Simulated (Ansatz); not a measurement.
Ca3SnO (anti-perovskite, Pm-3m) at seven volumes, the program Ansatz at the PBEsol level (PAW), scaled uniformly. One row is withheld.

| V (Å³/atom) | P (GPa) |
|---|---|
| 19.809 | ? |
| 20.462 | 4.22 |
| 21.115 | 1.95 |
| 21.768 | 0.00 |
| 22.421 | -1.66 |
| 23.074 | -3.08 |
| 23.728 | -4.29 |

**Question.** Fit the shown pressures and predict the withheld one.

**Answer.** Third-order Birch–Murnaghan: P = (3/2)B₀(x^(7/2) − x^(5/2))[1 + (3/4)(B′ − 4)(x − 1)] with x = (V₀/V)^(2/3). Least squares on the six rows gives V₀ = 21.768 Å³/atom, B₀ = 59.80 GPa, B′ = 4.25. At V = 19.809, x = 1.0649 and P = 6.89 GPa. The run itself gave 6.89 GPa.

The workflow started from an entry of the Crystallography Open Database (COD). Whether it is the stable phase at ambient conditions was not checked. The cell was relaxed with PBEsol under the symmetry of its start; whether a distortion lowers the energy is not shown. Spin–orbit coupling is left out wherever it is not named.

Potentials: the later of the program's two PAW sets.
